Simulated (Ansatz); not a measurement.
Total density of states per atom from plane-wave PAW LDA (Ansatz code), in 0.25 eV bins, energy from the valence-band maximum:

(E (eV), states/eV/atom): (-7.85, 0.01); (-7.60, 0.06); (-7.35, 0.25); (-7.10, 0.44); (-6.85, 0.70); (-6.60, 0.85); (-6.35, 0.72); (-6.10, 0.66); (-5.85, 0.37); (-5.60, 0.52); (-5.35, 0.70); (-5.10, 0.94); (-4.85, 0.83); (-4.60, 0.58); (-4.35, 0.68); (-4.10, 1.22); (-3.85, 0.71); (-3.60, 0.49); (-3.35, 0.52); (-3.10, 0.88); (-2.85, 1.28); (-2.60, 0.83); (-2.35, 0.86); (-2.10, 0.62); (-1.85, 0.48); (-1.60, 1.08); (-1.35, 0.66); (-1.10, 0.40); (-0.85, 0.20); (-0.60, 0.07); (-0.35, 0.04); (-0.10, 0.01); (0.15, 0.00); (0.40, 0.00); (0.65, 0.00); (0.90, 0.03); (1.15, 0.18); (1.40, 0.42); (1.65, 0.61); (1.90, 0.96); (2.15, 1.45); (2.40, 1.31); (2.65, 1.20); (2.90, 0.71); (3.15, 0.78); (3.40, 0.61); (3.65, 0.45); (3.90, 0.65); (4.15, 0.50); (4.40, 0.41); (4.65, 0.31); (4.90, 0.29); (5.15, 0.24); (5.40, 0.22); (5.65, 0.27)

Q: Which of these materials gives this?
A. BeS, P6_422 (Be on 3c, S on 3d)
B. TiS2, CdI2 type
C. WS2, P6_3/mmc (W on 2c, S on 4f)
D. PbS, rock salt

A: C, WS2, P6_3/mmc (W on 2c, S on 4f). Top 1 eV of the valence band: W 5d 61 %, S 3p 33 %. Bottom 1 eV of the conduction band: W 5d 59 %, S 3p 31 %, outside the projected shells 5 %. Projections are on Löwdin-orthogonalised atomic valence shells; empty p or d shells of many metals are not among them.

Symmetry was held in the LDA relaxation. No spin polarisation was allowed. A crystal of weakly bound layers computed without a dispersion correction: the cell and the soft elastic constants depend strongly on that. Spin–orbit coupling is left out wherever it is not named.

Potentials: the earlier of the program's two PAW sets. The files were generated under PBE; for other functionals the program regenerates the frozen cores, and for LDA and PBEsol the local potential too.
